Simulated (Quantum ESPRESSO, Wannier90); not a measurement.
**InAgTe₂ (P-4m2): Wannier90 run**

```xyz
4
Lattice="4.5631 0.0000 0.0000 0.0000 4.5631 0.0000 0.0000 0.0000 6.5395" Properties=species:S:1:pos:R:3 pbc="T T T"
In     2.2816     2.2816     3.2697
Ag     0.0000     0.0000     0.0000
Te     0.0000     2.2816     1.5910
Te     2.2816     0.0000    -1.5910
```

Structure: Materials Project mp-1223798, symmetrised, not relaxed again. Not found in the COD (Crystallography Open Database) copy used, which has the formula in other groups; not checked further. Level: PBEsol, spinors with spin-orbit coupling; pw.x of Quantum ESPRESSO at 66 Ry with PseudoDojo potentials, 4×4×4 k-points, Wannier90. Density: 8×8×6 mesh, cold smearing 0.01 Ry. With spin-orbit coupling a semilocal functional can close or falsely invert a small gap; the band order was not checked against a better method. The gap is small at this level and was sampled on the meshes and a path alone.

A tight-binding model is made by disentanglement and projection with no localisation steps (num_iter = 0), so the 42 orbitals stay atom-like: hydrogen-like In: s;p; Ag: s;p;d; Te: s;p, axes along x, y, z; frozen window up to 1.58 eV relative to the valence-band maximum. It follows pw.x to 5.1 meV rms for states up to 1.1 eV relative to the valence-band maximum. Matrix elements depend on this choice of orbitals and windows.

What are the on-site energies relative to the valence-band maximum, and how fast do the hoppings decay?


```json
[
 {"atom": "In1", "orbitals": "s↑ s↓", "energy (eV)": "-3.29"},
 {"atom": "In1", "orbitals": "pz↑ pz↓", "energy (eV)": "2.53"},
 {"atom": "In1", "orbitals": "px↑ px↓ py↑ py↓", "energy (eV)": "2.70"},
 {"atom": "Ag2", "orbitals": "s↑ s↓", "energy (eV)": "1.04"},
 {"atom": "Ag2", "orbitals": "pz↑ pz↓", "energy (eV)": "4.86"},
 {"atom": "Ag2", "orbitals": "px↑ px↓ py↑ py↓", "energy (eV)": "4.72"},
 {"atom": "Ag2", "orbitals": "dz2↑ dz2↓", "energy (eV)": "-3.78"},
 {"atom": "Ag2", "orbitals": "dxz↑ dxz↓ dyz↑ dyz↓", "energy (eV)": "-3.89"},
 {"atom": "Ag2", "orbitals": "dx2-y2↑ dx2-y2↓", "energy (eV)": "-3.92"},
 {"atom": "Ag2", "orbitals": "dxy↑ dxy↓", "energy (eV)": "-3.82"},
 {"atom": "Te3", "orbitals": "s↑ s↓", "energy (eV)": "-9.33"},
 {"atom": "Te3", "orbitals": "pz↑ pz↓", "energy (eV)": "-0.36"},
 {"atom": "Te3", "orbitals": "px↑ px↓", "energy (eV)": "-0.52"},
 {"atom": "Te3", "orbitals": "py↑ py↓", "energy (eV)": "-0.15"},
 {"atom": "Te4", "orbitals": "s↑ s↓", "energy (eV)": "-9.33"},
 {"atom": "Te4", "orbitals": "pz↑ pz↓", "energy (eV)": "-0.36"},
 {"atom": "Te4", "orbitals": "px↑ px↓", "energy (eV)": "-0.15"},
 {"atom": "Te4", "orbitals": "py↑ py↓", "energy (eV)": "-0.52"}
]
```

```csv
distance of the centres (Å),largest modulus (eV)
2–3,1.6
3–4,1.1
4–5,0.48
5–6,0.092
6–7,0.068
7–8,0.11
8–9,0.021
```

Effective spin-orbit constants λ of λ L·S, from the same-site elements px↑–py↑ (λ/2) and dx2-y2↑–dxy↑ (λ), where they are among the larger elements: Te3 p 0.59 eV, Te4 p 0.59 eV, Ag2 d 0.22 eV.
